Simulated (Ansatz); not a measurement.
GaS:
Space group P6₃/mmc (No. 194); a = b = 3.591 Å, c = 15.447 Å, α = β = 90.00°, γ = 120.00°

| atom | site | symmetry | x | y | z |
|---|---|---|---|---|---|
| Ga | 4f | 3m. | 0.3333 | 0.6667 | 0.1708 |
| S | 4f | 3m. | 0.6667 | 0.3333 | 0.1003 |

This is the PBE+D3(BJ)-relaxed structure.

All from PBE+D3(BJ) in the plane-wave PAW code Ansatz, unless another level is named. Predict the Debye temperature from the elastic constants.

278 K.

What about the highest zone-centre frequency (without LO–TO term)?

358 cm⁻¹.

Space group P6_3/mmc. The PBE+D3(BJ) relaxation kept the symmetry of its start.

Potentials: the later of the program's two PAW sets.
